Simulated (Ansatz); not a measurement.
**rocksalt-structured HfN**

Computed with Ansatz (plane waves, PAW, 500 eV cutoff): r²SCAN, scalar-relativistic, no spin polarisation, 12×12×12 k-mesh, Gaussian smearing of 0.05 eV. The datasets are Ansatz's generated set soft_2.

```
Hf N
1.0
     0.00000    2.26239    2.26239
     2.26239    0.00000    2.26239
     2.26239    2.26239    0.00000
Hf N
1 1
Cartesian
  2.2624 2.2624 2.2624
  0.0000 0.0000 0.0000
```

The start was a prototype's sites filled with these elements; the Crystallography Open Database holds the compound in this structure.

Cell and atoms are those of this level's equilibrium.

The cell has space group Fm-3m (read at 0.01 Å). In it the stress is 0.01, 0.01, 0.01, 0.00, 0.00, 0.00 GPa and the largest force component 0.000 eV/Å. Each change below starts from this cell, without further relaxation. Stress is in GPa, positive in compression, in the order xx, yy, zz, yz, xz, xy; energies are counted from the cell above and are free energies with the smearing's entropy, which match forces and stress in a metal.

What happens when atom 1 (Hf) is moved by 0.05 Å along z?

The energy changes by 14.9 meV per cell, and the force on it along the shift is -0.591 eV/Å (−F/u = 11.81 eV/Å²). Stress: 0.06, 0.06, 0.92, 0.00, 0.00, 0.00.
| atom | Fx (eV/Å) | Fy | Fz |
| --- | --- | --- | --- |
| Hf1 | 0.000 | 0.000 | -0.591 |
| N2 | 0.000 | 0.000 | 0.591 |
In a harmonic crystal the energy would rise by −½F·u = ½ × 11.81 × 0.05² eV = 14.8 meV, which matches.

A single strain component, atoms carried along, gave the stress 0.02, 0.02, 0.02, 0.00, -1.47, 0.00. Which component, and about how large?

An engineering strain of 1 % in xz; the energy changes by 1.1 meV per cell.

All atoms and the cell are disturbed at random:
```
CELL_PARAMETERS angstrom
0.02184 2.23071 2.29773
2.33430 -0.02664 2.34621
2.30751 2.25240 0.00015
ATOMIC_POSITIONS crystal
Hf 0.46746 0.53703 0.51403
N 0.03254 0.96297 0.98597
```
Give the energy change, the stress and the forces.

363.1 meV per cell; stress 4.52, -0.69, -14.19, 2.59, -2.60, 1.00 GPa.
```
atom  Fx (eV/Å)      Fy      Fz
 Hf1     -2.291   0.930  -0.140
  N2      2.291  -0.930   0.140
```

For elements this heavy, spin–orbit coupling would shift levels and gaps; it isn't included here. The cell is a metal with an odd number of electrons, and spin polarisation wasn't tried.
